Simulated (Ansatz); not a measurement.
An Ansatz (a quantum-chemistry and plane-wave program) run. Input:

Ansatz 0.2 input:
```yaml
crystal:
  lattice:
    - [3.8714033706, 0.0, 0.0]
    - [-1.9357016853, 3.3527336673, 0.0]
    - [0.0, 0.0, 16.0816848829]
  atoms:
    - { symbol: Mg, position: [0.3333333333, 0.6666666667, 0.5986632339] }
    - { symbol: Mg, position: [0.6666666667, 0.3333333333, 0.4013367661] }
    - { symbol: Al, position: [0.3333333333, 0.6666666667, 0.1711880641] }
    - { symbol: Al, position: [0.6666666667, 0.3333333333, 0.8288119359] }
    - { symbol: Se, position: [0.6666666667, 0.3333333333, 0.1058670311] }
    - { symbol: Se, position: [0.3333333333, 0.6666666667, 0.8941329689] }
    - { symbol: Se, position: [0.6666666667, 0.3333333333, 0.6867749558] }
    - { symbol: Se, position: [0.3333333333, 0.6666666667, 0.3132250442] }
    - { symbol: Se, position: [0.0, 0.0, 0.5] }
kpoints:
  mp_grid: { grid: [8, 8, 2] }
hamiltonian:
  xc: r2scan
  dispersion: d4
  pseudopotentials: { kind: paw }
scf:
  occupations: { method: fixed }
checkpoint: { read: static.run }
output: { bader: true, populations: true }
```

Output (shortened):

```
Pseudopotentials: kind: paw
Pseudopotential: Mg, paw, valence charge 10
Pseudopotential: Al, paw, valence charge 3
Pseudopotential: Se, paw, valence charge 16
Functional definition: r2SCAN
Crystal: 9 atoms, lattice volume = 208.737 Å³
Basis set: ecut = 500 eV, 5261 PW (Γ), exchange–correlation on 120×120×480 points (64 copies of the dense FFT grid, shifted against one another)
Bands: 64, of which v1, the nominal top of the filled ones, is band 53 counted from 1 (52 counted from 0)
Symmetry: 12 space group operations
Space group: P-3m1 (ITA 164), of the structure as read, at distance tolerance 5.9e-5 Å
k-points: 20 of 128
PAW frozen core: Mg, regenerated for the run's functional
PAW frozen core: Al, regenerated for the run's functional
PAW frozen core: Se, regenerated for the run's functional
Initial density: read from a saved state, or passed on in memory by an earlier SCF of this step, an earlier step, the calling program or the single point that …
Stability of the state it starts from, as read at its close in the unpolarized treatment …
Initial wavefunctions: pseudopotential atomic-orbital guess
Eigensolver: davidson
Functional: x = r2scan, c = r2scan; τ floored in thin density (d = 2e-4 eV/Å³)
iter 1 solved again at ethr=6.33e-8 eV; its pass at ethr=3.10e-3 eV (dr2=6.71e-5 eV) is discarded
SCF iter   1: F=—  HF=-32336.146255 eV  |F-HF|=—  |Δ(HF+E_count)|=         —  Δρ=7.74e-7  dr2=7.26e-10  dr2_τ=6.65e-11  ethr=6.33e-8  ⟨swp⟩=3.4  Hψ=6957  notcnv=0  defer=180
all-band conjugate gradients solve this SCF's bands
preconditioner: auto → Resta (q_TF=auto, 2.437 Å⁻¹)
SCF iter   2: F=-32336.146255 eV  HF=-32336.146255 eV  |F-HF|=3.09e-10  |Δ(HF+E_count)|=   3.09e-8  Δρ=4.71e-7  dr2=1.99e-10  dr2_τ=6.68e-11  ethr=1.00e-12  ⟨swp⟩=12.5  Hψ=6701  notcnv=0
SCF 1 converged in 2 iterations: F = -32336.146255 eV  dr2 = 1.99e-10
SCF converged after 2 iterations
Free energy (F): -32336.146255 eV
Harris-Foulkes:  -32336.146255 eV  (|F-HF|=3.09e-10)
Internal energy: -32336.146255 eV  (E = F + TS)
E sigma→0 (E₀):  -32336.146255 eV
Fermi energy:    6.383622 eV
--- Per-component energies (eV) ---
  E_band       = -2750.710583
  E_kinetic    = 799.618715
  E_local      = -19112.922864  (includes V_loc(G=0)·N_el)
  E_nonlocal   = -2770.830085
  E_hartree    = 9015.896280
  E_xc         = -624.663201
  E_vxc        = -676.559356  (∫ρ·V_xc dr)
  E_paw        = -11161.717724  (= ΣΔE_a)
  E_vpaw       = 944.661517  (= ΣTr[D̂ρ^β])
  E_aug_tail   = -0.001036  (compensation charges beyond the density's cutoff)
  E_vtau       = 33.529938  (kinetic-family band-sum trace: ∫τ·v_τ [+ j·A + Jᵃ·Aᵃ] dr)
  E_ewald      = -8471.544559
  E_disp       = -0.985298  (pairwise vdW)
  E_core_change = -8.996484  (= ΣΔE_core)
  E_smearing   =  0.000000  (= −TS)
  E_closure    =  0.000000  (closes the sum)
  Σ components = -32336.146255   (vs F -32336.146255, Δ=0.00e0)
  [band-id]    e_kinetic+e_local+e_nonlocal+2·e_hartree+e_vxc+e_vpaw+e_augmentation_tail+e_vtau = -2750.710611   (vs E_band -2750.710583, Δ=-2.79e-5)
--- Band table (eV; the first three rows and the last of 20) ---
  k-point 0: bands = ["-71.6271", "-71.6270", "-42.1568", "-42.1568", "-42.1568", "-42.1568", "-42.0968", "-42.0968", "-42.0967", "-42.0967", "-42.0754", "-42.0754", "-40.7108", "-40.7108", "-40.6747", "-40.6747", "-40.6747", "-40.6747", "-40.5882", "-40.5882", "-40.5882", "-40.5882", "-40.4353", "-40.4353", "-40.4282", "-40.4278", "-40.4278", "-36.7306", "-36.7306", "-36.7306", "-36.7306", "-36.7213", "-36.7196", "-8.2206", "-8.0689", "-6.9304", "-6.5719", "-5.9913", "0.8486", "0.9874", "3.2898", "3.5249", "4.1179", "4.1179", "4.2044", "4.2044", "5.5052", "5.8586", "5.8586", "6.1291", "6.1291", "6.3836", "6.3836", "8.2400", "8.6511", "10.5643", "11.1330", "11.1330", "11.2339", "11.2339", "11.2483", "11.7086", "12.6611", "13.1120"]
  k-point 1: bands = ["-71.6271", "-71.6270", "-42.1568", "-42.1568", "-42.1568", "-42.1568", "-42.0968", "-42.0968", "-42.0967", "-42.0967", "-42.0754", "-42.0754", "-40.7108", "-40.7108", "-40.6747", "-40.6747", "-40.6747", "-40.6747", "-40.5882", "-40.5882", "-40.5882", "-40.5882", "-40.4353", "-40.4353", "-40.4282", "-40.4278", "-40.4278", "-36.7306", "-36.7306", "-36.7306", "-36.7306", "-36.7213", "-36.7196", "-8.2190", "-8.0714", "-6.9206", "-6.5861", "-5.9857", "0.6397", "1.3453", "2.6452", "4.1178", "4.1178", "4.2045", "4.2045", "4.3431", "5.1033", "5.8577", "5.8577", "6.1309", "6.1309", "6.3827", "6.3827", "8.4354", "8.5822", "10.5570", "11.1183", "11.1183", "11.2503", "11.2503", "11.3800", "11.4318", "12.6926", "13.0896"]
  k-point 2: bands = ["-71.6271", "-71.6270", "-42.1568", "-42.1568", "-42.1567", "-42.1567", "-42.0968", "-42.0968", "-42.0968", "-42.0967", "-42.0754", "-42.0753", "-40.7108", "-40.7108", "-40.6748", "-40.6748", "-40.6747", "-40.6747", "-40.5881", "-40.5881", "-40.5881", "-40.5881", "-40.4353", "-40.4353", "-40.4281", "-40.4278", "-40.4278", "-36.7311", "-36.7309", "-36.7308", "-36.7305", "-36.7211", "-36.7196", "-8.1071", "-7.9604", "-6.8243", "-6.4951", "-5.9285", "0.9250", "1.0717", "3.0491", "3.1906", "3.5683", "3.6858", "3.9184", "4.0211", "5.1374", "5.3518", "5.6148", "5.6363", "5.7943", "6.0112", "6.3302", "9.0513", "9.3444", "10.7449", "10.8641", "11.2500", "11.5516", "11.6576", "11.9250", "11.9575", "12.6898", "13.2378"]
  k-point 19: bands = ["-71.6270", "-71.6270", "-42.1565", "-42.1565", "-42.1563", "-42.1563", "-42.0969", "-42.0969", "-42.0969", "-42.0968", "-42.0751", "-42.0751", "-40.7105", "-40.7105", "-40.6749", "-40.6749", "-40.6748", "-40.6748", "-40.5879", "-40.5879", "-40.5877", "-40.5877", "-40.4353", "-40.4352", "-40.4279", "-40.4277", "-40.4276", "-36.7331", "-36.7329", "-36.7324", "-36.7319", "-36.7199", "-36.7196", "-7.1266", "-7.0987", "-5.9624", "-5.9572", "-5.5248", "0.0312", "0.0815", "1.5581", "1.7337", "2.1550", "2.5754", "2.7845", "3.1089", "3.4315", "3.6180", "3.7894", "4.0045", "4.4957", "4.7738", "5.4089", "9.8327", "9.9085", "10.3729", "10.4307", "11.5361", "11.6502", "12.0563", "12.3843", "13.0987", "13.4956", "13.8577"]
  band table: 64 of 64 bands, residual norms ≤ 1.0e-3 eV
--- Löwdin populations: 9 sites ---
  site symbol       q [e]
     0     Mg      8.5233
     1     Mg      8.5233
     2     Al      2.4038
     3     Al      2.4038
     4     Se     16.2931
     5     Se     16.2931
     6     Se     16.8780
     7     Se     16.8780
     8     Se     17.3240
  spilling = 0.004526 (of n_electrons = 106.000000)
--- Bader charges: 9 sites ---
  site symbol  charge [e]  shift [e]
     0     Mg      1.6857     0.0008
     1     Mg      1.6857     0.0008
     2     Al      2.2094     0.0005
     3     Al      2.2094     0.0005
     4     Se     -1.4889     0.0006
     5     Se     -1.4889     0.0006
     6     Se     -1.5792     0.0005
     7     Se     -1.5792     0.0005
     8     Se     -1.6540     0.0005
  shift: an alarm, by how much a part of what the PAW files miss would move the charge. Where it is large, compare
  with a run on PAW files of another source; a small one proves nothing
  estimated error of the sums over rays = 3.7e-4 e
```

Cost: around 2.0 core-minutes (rough) on shared cores.

The first step of the workflow began from a Materials Project structure, measured or hypothetical; the Crystallography Open Database copy checked does not list it. Whether it is the stable phase at ambient conditions was not checked. Symmetry was held in the r²SCAN+D4 relaxation; its stability against distortions is not shown here. Spin–orbit coupling is left out wherever it is not named.

Potentials: the later of the program's two PAW sets.

Ansatz is a plane-wave DFT program.
